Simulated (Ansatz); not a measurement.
Consider the following.

SnGe3:
```cif
data_Ge3Sn
_chemical_formula_sum 'Ge3 Sn1'
_space_group_name_H-M_alt 'P 1'
_space_group_IT_number 1
_cell_length_a 4.16633
_cell_length_b 4.16633
_cell_length_c 5.91942
_cell_angle_alpha 90.000
_cell_angle_beta 90.000
_cell_angle_gamma 90.000
loop_
_space_group_symop_operation_xyz
  'x, y, z'
loop_
_atom_site_label
_atom_site_type_symbol
_atom_site_fract_x
_atom_site_fract_y
_atom_site_fract_z
_atom_site_occupancy
Ge1 Ge 0.50000 0.00000 0.76774 1
Ge2 Ge 0.00000 0.00000 0.00000 1
Ge3 Ge 0.00000 0.50000 0.23226 1
Sn1 Sn 0.50000 0.50000 0.50000 1
```

This is the PBEsol-relaxed structure.

Q: All from PBEsol (plane waves, PAW; program Ansatz), unless another level is named. Predict the electronic character.

A: metallic (no gap).

Q: Next, the formation energy from the elements (no fitted shifts)?

A: 0.050 eV/atom.

Q: Next, the density of states at the Fermi level?

A: 0.04 states/eV per atom (mean over ±0.08 eV).

Space group P-4m2. The start of the workflow was typed in or built on a structure type; neither database checked (COD, Materials Project) lists it. Whether it is the stable phase at ambient conditions was not checked. The cell was relaxed with PBEsol under the symmetry of its start; its stability against distortions is not shown here. The references are the lowest solids computed at this level, not always the standard phases. Spin–orbit coupling is left out wherever it is not named.

Potentials: the earlier of the program's two PAW sets. The files were generated under PBE; for other functionals the program regenerates the frozen cores, and for LDA and PBEsol the local potential too.
